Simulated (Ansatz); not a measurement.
CsPbBr3 (cubic perovskite)

```
CsPbBr3
1.0
    6.00308     0.00000     0.00000
    0.00000     6.00308     0.00000
    0.00000     0.00000     6.00308
Cs Pb Br
1 1 3
Direct
  0.00000   0.00000   0.00000
  0.50000   0.50000   0.50000
  0.00000   0.50000   0.50000
  0.50000   0.50000   0.00000
  0.50000   0.00000   0.50000
```

The slice is a {100} plane (indices of the conventional cell) through the point (0.500, 0.500, 0.500) (fractional), spanned by u = [100] and v = [010] in vectors of this cell: u (6.00 Å) and v (6.00 Å, at 90° to u). It covers one period; positions are fractions (u, v).

All values below come from PBE (plane waves to 420 eV, PAW, scalar-relativistic; Ansatz, a first-principles code). k mesh 6×6×6. Inside the PAW spheres the values are not all-electron values, and peaks at nuclei hang on which shells count as valence. CsPbBr3 was relaxed with its symmetry unable to fall. Spin-orbit coupling is left out, though Pb is heavy. This is a high-temperature form of CsPbBr3.

### Question
Around which element is the density of the lowest conduction band (whole band as if filled, smooth part) largest on this plane?

### Answer
Pb. Mean over a disc round each atom, of radius 0.45 times the shortest bond: Pb 0.046, Br 0.015 e/Å³.

### Question
What is the valence density on the shortest Pb–Br line in this plane (3.00 Å), at its midpoint?

### Answer
0.22 e/Å³.

### Question
What is the ELF at the midpoint of the shortest Pb–Br line in this plane (3.00 Å)?

### Answer
0.23.

### Question
Sketch the electron localisation function (ELF) on this plane as a map.

### Answer
```
|xxx24432258996xxxxx69985223442xx|
|xx1344322479985xxx5899742234431x|
|22344421247899876789987421244432|
|44444321136899999999986311234444|
|44443211125789999999875211123444|
|33322110013688999998863100112233|
|22211100002467888887642000011122|
|22221100000246777776420000011222|
|55443210000013456543100000123445|
|88776532000001233321000002356778|
|99988764200000011100000024678899|
|99999886410000000000000146889999|
|56899987631000000000001367899986|
|xx58999874200000000000247899985x|
|xxx799987531000000000135789997xx|
|xxx699987631000000000136789996xx|
|xxx799987531000000000135789997xx|
|xx58999874200000000000247899985x|
|56899987631000000000001367899986|
|99999886410000000000000146889999|
|99988764200000011100000024678899|
|88776532000001233321000002356778|
|55443210000013456543100000123445|
|22221100000246777776420000011222|
|22211100002467888887642000011122|
|33322110013688999998863100112233|
|44443211125789999999875211123444|
|44444321136899999999986311234444|
|22344421247899876789987421244432|
|xx1344322479985xxx5899742234431x|
|xxx24432258996xxxxx69985223442xx|
|xxx24432258995xxxxx59985223442xx|
```
Scale: ten equal steps from 0.00 (start of '0') to 0.89 (end of '9'), in the order '0123456789'. Values: electron localisation function (ELF). The map has 32 points along u (one character each, u = 0 at the left) and 32 along v (v = 0 in the bottom row). Points within 0.5 Å of a nucleus are blanked (x), as the pseudised field means little there.
